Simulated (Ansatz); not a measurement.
LaTl3 (Cu3Au type)

```yaml
crystal:
  lattice:
    - [4.73794, 0.00000, 0.00000]
    - [0.00000, 4.73794, 0.00000]
    - [0.00000, 0.00000, 4.73794]
  atoms:
    - { symbol: La, position: [0.00000, 0.00000, 0.00000] }
    - { symbol: Tl, position: [0.00000, 0.50000, 0.50000] }
    - { symbol: Tl, position: [0.50000, 0.00000, 0.50000] }
    - { symbol: Tl, position: [0.50000, 0.50000, 0.00000] }
```

The slice is a {100} plane (indices of the conventional cell) through the point (0.000, 0.000, 0.000) (fractional), spanned by u = [100] and v = [010] in vectors of this cell: u (4.74 Å) and v (4.74 Å, at 90° to u). It covers one period; positions are fractions (u, v).

The numbers are results of LDA (plane waves to 420 eV, PAW, scalar-relativistic; Ansatz, a program for electronic structure), not measurements. k mesh 10×10×10. These are valence fields of a PAW run, semicore shells included where kept as valence: close to a nucleus they are smooth pseudo fields. LaTl3 is run without spin polarisation. LaTl3 was relaxed with its symmetry unable to fall. Spin-orbit coupling is left out, though Tl is heavy.

Three fields on this plane, each scaled to ten steps between its own extremes (0 low, 9 high; the total valence density on a logarithmic scale, the potential cut 8 eV below its top; x marks points blanked near nuclei; v = 0 in the bottom row):

Map A
```
|xxxxx951000111000159xxxx|
|xxxxx940001222100049xxxx|
|xxxxx720012222210027xxxx|
|xxxx83101233333210138xxx|
|x99731002333333320013799|
|654210123333333332101245|
|110000233344x44333200001|
|000012333xxxxxxx33321000|
|00012333xxxxxxxxx3332100|
|00123334xxxxxxxxx4333210|
|11223334xxxxxxxxx4333221|
|1122333xxxxxxxxxxx333221|
|11223334xxxxxxxxx4333221|
|00123334xxxxxxxxx4333210|
|00012333xxxxxxxxx3332100|
|000012333xxxxxxx33321000|
|110000233344x44333200001|
|654210123333333332101245|
|x99731002333333320013799|
|xxxx83101233333210138xxx|
|xxxxx720012222210027xxxx|
|xxxxx940001222100049xxxx|
|xxxxx951000111000159xxxx|
|xxxxxx6100011100016xxxxx|
```

Map B
```
|xxxxx963100000001369xxxx|
|xxxxx963100000001369xxxx|
|xxxxx752111111111257xxxx|
|xxxx86322222222222368xxx|
|x99764322334443322346799|
|766533334566666543333566|
|333222345789x98754322233|
|111122457xxxxxxx75422111|
|00012357xxxxxxxxx7532100|
|00012368xxxxxxxxx8632100|
|00012469xxxxxxxxx9642100|
|0001246xxxxxxxxxxx642100|
|00012469xxxxxxxxx9642100|
|00012368xxxxxxxxx8632100|
|00012357xxxxxxxxx7532100|
|111122457xxxxxxx75422111|
|333222345789x98754322233|
|766533334566666543333566|
|x99764322334443322346799|
|xxxx86322222222222368xxx|
|xxxxx752111111111257xxxx|
|xxxxx963100000001369xxxx|
|xxxxx963100000001369xxxx|
|xxxxxx7310000000137xxxxx|
```

Map C
```
|xxxxx001579999975100xxxx|
|xxxxx002579999975200xxxx|
|xxxxx003678999876300xxxx|
|xxxx00246788888764200xxx|
|x00001456666666665410000|
|000024555431113455542000|
|112345542000x00024554321|
|555666520xxxxxxx02566655|
|77777640xxxxxxxxx0467777|
|99988630xxxxxxxxx0368899|
|99998610xxxxxxxxx0168999|
|9999861xxxxxxxxxxx168999|
|99998610xxxxxxxxx0168999|
|99988630xxxxxxxxx0368899|
|77777640xxxxxxxxx0467777|
|555666520xxxxxxx02566655|
|112345542000x00024554321|
|000024555431113455542000|
|x00001456666666665410000|
|xxxx00246788888764200xxx|
|xxxxx003678999876300xxxx|
|xxxxx002579999975200xxxx|
|xxxxx001579999975100xxxx|
|xxxxxx0157999997510xxxxx|
```

Task: Assign the maps to these fields: electron localisation function (ELF); valence electron density; electrostatic potential energy of an electron, from the cell's mean.

Result: A is the electron localisation function (ELF); B is the valence electron density; C is the electrostatic potential energy of an electron, from the cell's mean.
